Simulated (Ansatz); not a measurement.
TaTe in space group Cmcm (No. 63; Te on 4c, Ta on 4c) under volume change, plane-wave PAW r²SCAN (Ansatz code), shape and atoms relaxed at each volume.

```csv
V (Å³/atom),E − E(relaxed) (meV/atom),P (GPa)
19.789,___,___
20.442,30.7,8.01
21.094,7.2,3.65
21.746,0.0,0.00
22.399,6.4,-3.06
23.051,___,___
23.703,51.5,-7.71
```

Task: Some entries are withheld; supply them.

Result: 
- 23.051, E − E(relaxed) (meV/atom): 24.2
- 23.051, P (GPa): -5.62
- 19.789, E − E(relaxed) (meV/atom): 73.4
- 19.789, P (GPa): 13.10

Task: What does a third-order Birch–Murnaghan fit give for V₀, B₀ and B′?

Result: V₀ = 21.75 Å³/atom, B₀ = 111 GPa, B′ = 4.8.

The start of the workflow was typed in or built on a structure type; neither database checked (COD, Materials Project) lists it. Whether it is the stable phase at ambient conditions was not checked. The cell was relaxed with r²SCAN under the symmetry of its start; its stability against distortions is not shown here. No spin polarisation was allowed. Scalar-relativistic: spin–orbit coupling is off unless named, which matters more the heavier the elements.

Potentials: the earlier of the program's two PAW sets.
